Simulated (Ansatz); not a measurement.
BeSiAs$_{2}$:
```
CELL_PARAMETERS angstrom
     -2.66707     2.66707     5.32307
      2.66707    -2.66707     5.32307
      2.66707     2.66707    -5.32307
ATOMIC_POSITIONS crystal
  Be 0.25000 0.75000 0.50000
  Be 0.50000 0.50000 0.00000
  Si 0.75000 0.25000 0.50000
  Si 0.00000 0.00000 0.00000
  As 0.37500 0.85807 0.98307
  As 0.14193 0.12500 0.51693
  As 0.87500 0.39193 0.01693
  As 0.60807 0.62500 0.48307
```

DFT-r²SCAN in the program Ansatz with PAW potentials gives a gap of 1.32 eV without spin–orbit coupling, maximum at Γ, minimum on the M–S line, 25 % of the way from M.

What happens when spin–orbit coupling is switched on?

The gap shrinks by 0.09 eV, to 1.23 eV; maximum at Γ, minimum on the M–S line, 25 % of the way from M.

Space group I-42d (chalcopyrite). The first step of the workflow began from a Materials Project structure, measured or hypothetical; the Crystallography Open Database copy checked does not list it. Whether it is the stable phase at ambient conditions was not checked. Symmetry was held in the r²SCAN relaxation; its stability against distortions is not shown here.

Potentials: the later of the program's two PAW sets.
